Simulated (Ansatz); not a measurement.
The start is a generated cell, Te placed in the hcp structure type. The structure is fully relaxed (lattice and positions, P = 0) with PBEsol (plane waves to 420 eV, PAW, scalar-relativistic; Ansatz, a first-principles code). The first steps use a coarse 8×8×4 k-mesh.

Initial structure:
```
CELL_PARAMETERS angstrom
      3.42717     0.00000     0.00000
     -1.71359     2.96802     0.00000
      0.00000     0.00000     5.56434
ATOMIC_POSITIONS crystal
  Te 0.33333 0.66667 0.25000
  Te 0.66667 0.33333 0.75000
```

```json
{
 "initial_pressure": "-3 GPa (negative: the cell is under tension)",
 "energy_released": "0.19 to 0.20 eV/atom (the two k-meshes of the run give this range)",
 "volume_change": "+4.3 %, from 28.30 to 29.53 Å³/atom",
 "Shortest distances (start → end)": "The closest pairs of elements (up to four, under 3.6 Å), start → end: Te–Te 3.41 → 3.16 Å",
 "band_gap_at_the_end": "zero (metallic)",
 "optimiser_moves": "17"
}
```

The end point of the relaxation:

Space group P6₃/mmc (No. 194); a = 3.943 Å, b = 3.943 Å, c = 4.387 Å, α = 90.00°, β = 90.00°, γ = 120.00°

```csv
atom,site,symmetry,x,y,z
Te,2c,-6m2,0.3333,0.6667,0.2500
```

Final values are on a 14×14×11 k-mesh of the relaxed cell. No spin polarisation in the result.

The run could not lose the symmetry of its start, so the end can be a saddle point.

All atoms sit on sites fixed by symmetry, so only the cell could relax.

The relaxed structure here is a generated cell of Te: the first start was made by placing the elements on the sites of a structure type, and the end was not matched to a known phase here, so it may be hypothetical. Known forms of Te include space group No. 152.
